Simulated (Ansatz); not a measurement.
Relaxed polymorphs of Ca. Calculation: PBEsol (plane waves to 420 eV, PAW, scalar-relativistic; Ansatz, a quantum-chemistry and plane-wave program). One row is withheld; estimate it from its structure type, its coordination and the trend of the others.

```csv
structure,coordination,E − E(first row) (eV/atom),V (Å³/atom)
"Fm-3m, cF4, fcc (Cu type)",Ca 12 (cuboctahedral),0.00,40.58
"I4/mmm, tI2",–,0.02,40.41
"Im-3m, cI2, bcc (W type)",Ca 8 (cubic)+6,___,___
"P6₃/mmc, hP2, hcp (Mg type)",Ca 12 (anticuboctahedral),0.00,40.76
"Pm-3m, cP1, simple cubic type",Ca 6 (octahedral),0.39,41.41
```

Task: Fill in the missing entries.

Result: 
- Im-3m, cI2, bcc (W type), E − E(first row) (eV/atom): 0.02
- Im-3m, cI2, bcc (W type), V (Å³/atom): 40.38

The withheld cell: Im-3m (No. 229), cI2, bcc (W type); a = b = c = 4.3225 Å, α = β = γ = 90.00°; Ca 2a (0.000, 0.000, 0.000). Coordination numbers (neighbours up to the widest gap in distance over summed covalent radii, below 1.35; n+m marks a second, longer set).

Each run could gain symmetry but not lose that of its start, so entries can be saddle points.  Static energies at zero pressure. The runs use different k-meshes, so differences are rounded accordingly. No spin polarisation in the result.
